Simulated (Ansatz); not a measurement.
## ZnIn₂O₄: the gap against volume

ZnIn₂O₄, Fd-3m, a = 8.925 Å. The structure is a Materials Project entry; whether it is the stable form wasn't checked. Ansatz: r2SCAN, PAW, 500 eV, Γ-centred 6×6×6 mesh on 14 atoms, Gaussian smearing 0.02 eV; no spin polarisation. Shape and atoms are relaxed at each volume; x = ln(V/V0) with V0 = 12.695 Å³/atom. The gap is read at the mesh points alone.

| x | gap y (eV) |
| --- | --- |
| -0.1278 | 2.518 |
| -0.0943 | 2.362 |
| -0.0619 | 2.211 |
| -0.0305 | 2.066 |
| 0.0000 | 1.924 |
| 0.0296 | ? |
| 0.0583 | 1.655 |
| 0.0953 | 1.485 |

Question: Fit a straight line to the other rows, give the volume deformation potential of the gap and its pressure coefficient, and predict the missing gap. B0 = 156.8 GPa.

Answer: Means x = -0.02299, y = 2.0316; Σ(Δx)² = 0.03877, ΣΔxΔy = -0.1795; the slope is their ratio. y = 1.9251 − 4.6305 x. The slope is the deformation potential a = dE_g/d ln V = -4.63 eV, and dE_g/dP = −a/B0 = 29.5 meV/GPa. At x = 0.0296 the fit asked for gives 1.788 eV. The run gave 1.788 eV, the same to the digits shown.

Semilocal functionals give gaps under the measured ones; where shallow d states of Zn, Cd, Cu or Ag mix into an O valence top, changes of the gap are off too.

Cost: 8 runs of about 32 core-minutes in all, on Intel Xeon Processor @ 2.50GHz (Skylake/Cascade Lake) (shared hosts).